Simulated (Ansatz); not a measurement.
# Zn, one cell by several methods

```
Zn
1.0
     2.66480    0.02665    0.02665
    -1.30932    2.29446    0.00975
     0.04947    0.04947    4.94670
Zn
2
Direct
  0.33333 0.66667 0.25000
  0.66667 0.33333 0.75000
```

Atom numbers follow the list: Zn1, Zn2.

The cell comes from COD entry 9008522, which wasn't checked; take it as a given geometry. The listed cell was then made from it by scaling, straining or moving an atom.

Methods: DFT, PBEsol, PAW with Ansatz's default frozen-core files, scalar-relativistic (Ansatz 0.2.0); DFT, PBEsol, all-electron LAPW, scalar-relativistic (Ansatz 0.2.0).

For PAW: a Γ-centred 16×16×8 k mesh, Fermi–Dirac smearing of 0.03 eV, cutoff 420 eV, no spin polarisation; the PAW files were made with PBE, and the program remakes their frozen cores for this functional. LAPW targets a basis error of 0.25 meV/atom. The Ansatz runs share mesh, smearing and spin set-up. Plane-wave (PAW) pressures include the program's estimate of the Pulay term.

Stress and pressure are positive in compression.

The change that made this cell: equal xy, yz and zx engineering shear strains of +2 %.

PAW results:

| quantity | PAW |
| --- | --- |
| pressure (GPa) | -5.33 |
| stress xx (GPa) | -5.37 |
| stress yy (GPa) | -5.52 |
| stress zz (GPa) | -5.09 |
| stress yz (GPa) | -0.85 |
| stress xz (GPa) | -0.81 |
| stress xy (GPa) | -1.42 |
| force on Zn1, x (eV/Å) | 0.013 |

What does full-potential LAPW give for the same quantities?


| quantity | LAPW |
| --- | --- |
| pressure (GPa) | -5.31 |
| stress xx (GPa) | -5.35 |
| stress yy (GPa) | -5.50 |
| stress zz (GPa) | -5.09 |
| stress yz (GPa) | -0.85 |
| stress xz (GPa) | -0.81 |
| stress xy (GPa) | -1.41 |
| force on Zn1, x (eV/Å) | 0.013 |
